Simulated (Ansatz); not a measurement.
Crystals of one structure type (wurtzite) and one family of elements, relaxed and computed with PBEsol (plane waves, PAW; program Ansatz).

```
crystal  V (Å³/atom)  K_Hill (GPa)
-------  -----------  ------------
GaN            11.37             ?
BP             11.54           170
BAs            13.53           141
GaP            20.10          84.8
AlP            20.46          86.9
GaAs           22.64          69.3
AlAs           22.84          72.2
```

**Question.** Fit a straight line to ln K against ln V and predict the withheld value.

**Answer.** Least squares on the 6 shown rows: ln K = -1.28 × ln V + (8.279), with a scatter of 2.9 %. For GaN this gives 175. The run itself gave 189, a miss of 7.4 % of that, well beyond the scatter: the line misses something about this case.

Not the usual ambient phase: BP, wurtzite; BAs, wurtzite; GaP, wurtzite; AlP, wurtzite; GaAs, wurtzite; AlAs, wurtzite. All cells were relaxed under the symmetry of their starts (and spin orders); stability against distortions was not tested throughout. Scalar-relativistic: spin–orbit coupling is off unless named, which matters more the heavier the elements.

Potentials: the later of the program's two PAW sets.
